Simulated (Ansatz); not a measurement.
AlZr₄S₈:
```
CELL_PARAMETERS angstrom
      7.06756     0.00000     0.00000
     -3.53378     6.12068     0.00000
      0.00000     0.00000     5.85209
ATOMIC_POSITIONS crystal
  S  0.33398 0.16699 0.72661
  S  0.33333 0.66667 0.74415
  S  0.83301 0.16699 0.72661
  S  0.83301 0.66602 0.72661
  Zr 0.00000 0.00000 0.00000
  Zr 0.00000 0.50000 0.00000
  Zr 0.50000 0.00000 0.00000
  Zr 0.50000 0.50000 0.00000
  S  0.16699 0.33398 0.27339
  S  0.16699 0.83301 0.27339
  S  0.66667 0.33333 0.25585
  S  0.66602 0.83301 0.27339
  Al 0.00000 0.00000 0.50000
```

Relaxed with PBE+D3(BJ). Special points in fractions of this cell's reciprocal vectors: Γ (0.000, 0.000, 0.000); M (0.500, 0.000, 0.000); K (0.333, 0.333, 0.000); A (0.000, 0.000, 0.500); L (0.500, 0.000, 0.500); H (0.333, 0.333, 0.500).

Task: List the band energies nearest the Fermi level at these points for DFT-PBE+D3(BJ) in the program Ansatz with PAW potentials.

Result: In eV from the Fermi level; about four levels below and three above (degenerate sets whole), none deeper than 8.9 eV; points with the same levels are listed once.

| k | below | above |
|---|---|---|
| Γ | -1.28 -1.28 -1.07 -0.54 -0.54 | 0.36 0.69 0.69 |
| M | -2.22 -2.11 -0.39 0.00 | 0.91 0.98 1.22 |
| K | -2.99 -2.22 -2.22 -2.09 | 0.03 0.53 0.53 |
| A | -1.52 -1.52 -1.10 -0.83 -0.83 | 0.59 0.59 1.17 |
| L | -2.31 -2.04 -0.21 -0.10 | 0.76 0.78 0.86 |
| H | -2.88 -2.88 -2.65 -2.60 -2.60 | 0.43 0.56 0.63 0.63 |

Space group P-3m1. A made-up cell: these elements were put on the sites of a structure type; neither database checked (COD, Materials Project) lists it. Its standing as an ambient phase is unchecked. The cell was relaxed with PBE+D3(BJ) under the symmetry of its start; whether a distortion lowers the energy is not shown. No spin polarisation was allowed. With an odd number of electrons in the cell and no spin polarisation, the count alone makes it a metal. Spin–orbit coupling is left out wherever it is not named.

Potentials: the later of the program's two PAW sets.
